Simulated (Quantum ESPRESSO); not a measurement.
Parts of the isotropic shielding in Al2O3, by PBE GIPAW (a modified build of Quantum ESPRESSO, JTH PAW datasets), 22.5 Ha, k-mesh 4×4×4 shifted:

```
CELL_PARAMETERS angstrom
      2.40251     1.38709     4.37208
     -2.40251     1.38709     4.37208
      0.00000    -2.77419     4.37208
ATOMIC_POSITIONS crystal
  Al 0.14790 0.14790 0.14790
  Al 0.85210 0.85210 0.85210
  Al 0.35210 0.35210 0.35210
  Al 0.64790 0.64790 0.64790
  O  0.94386 0.55614 0.25000
  O  0.05614 0.44386 0.75000
  O  0.25000 0.94386 0.55614
  O  0.75000 0.05614 0.44386
  O  0.55614 0.25000 0.94386
  O  0.44386 0.75000 0.05614
```
The geometry is a computed Materials Project entry, not a measured one. It is Al2O3 in R-3c. Stability against distortions was not tested.

The core term is that of the free atom's frozen core; the paramagnetic column sums the reconstruction terms. Shieldings are absolute and leave out the bulk-susceptibility term; a larger σ means a smaller chemical shift. By our sweeps, such settings leave a few ppm in absolute σ. The datasets of Al hold no d projectors, which limits absolute σ on these atoms.

```json
[
 {"site": "Al (atoms 1, 2, 3, 4)", "core": "766.8", "bare (smooth current)": "-20.7", "diamagnetic correction": "2.2", "paramagnetic corrections": "…", "σ_iso (ppm)": "…"},
 {"site": "O (atoms 5, 6, 7, 8, 9, 10)", "core": "271.1", "bare (smooth current)": "46.8", "diamagnetic correction": "26.7", "paramagnetic corrections": "…", "σ_iso (ppm)": "…"}
]
```

**Question.** Fill in the missing entries.

**Answer.** 
- Al (atoms 1, 2, 3, 4), paramagnetic corrections: -213.9
- Al (atoms 1, 2, 3, 4), σ_iso (ppm): 534.4
- O (atoms 5, 6, 7, 8, 9, 10), paramagnetic corrections: -183.8
- O (atoms 5, 6, 7, 8, 9, 10), σ_iso (ppm): 160.8
